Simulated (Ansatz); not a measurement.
One crystal and one scan (generalised stacking-fault energy along a line) at two levels, PBE (plane waves to 420 eV, PAW, scalar-relativistic; Ansatz, a program for electronic structure) and r2SCAN (plane waves to 500 eV, PAW, scalar-relativistic; Ansatz), each from its own relaxed cell and on its own mesh.

The crystal is AlN (zinc blende); the crystal slips on the {111} plane, shuffle cut by s times a lattice vector of 5.39 Å, atoms relaxing along the normal only, γ being the energy change per area.

Energies are extrapolated to zero smearing. AlN was relaxed with its symmetry unable to fall. Faults lie only 7.6 Å apart, and holding the cell height raises γ above its relaxed value. Both scans cover s from 0.000 to 0.917.

| quantity | run 1 | run 2 |
|---|---|---|
| Lattice constant a (Å) | 4.403 | 4.370 |
| Band gap of the relaxed cell, no spin-orbit coupling (eV) | 3.31 | 3.94 |
| Highest computed γ on the line (J/m²) | 3.85 | 4.27 |
| Steepest slope dγ/d(shift) before the first maximum (spline) (GPa) | 36 | 40 |

Which run is which level?

Run 1 is PBE, run 2 is r2SCAN. PBE gives the higher value for: lattice constant a. PBE gives the lower value for: band gap of the relaxed cell, no spin-orbit coupling; highest computed γ on the line; steepest slope dγ/d(shift) before the first maximum. Both give the same position of the highest point: s = 0.333.

(The slope of γ gives the shear force per area between the displaced halves; near zero shift its curvature is an elastic stiffness.)
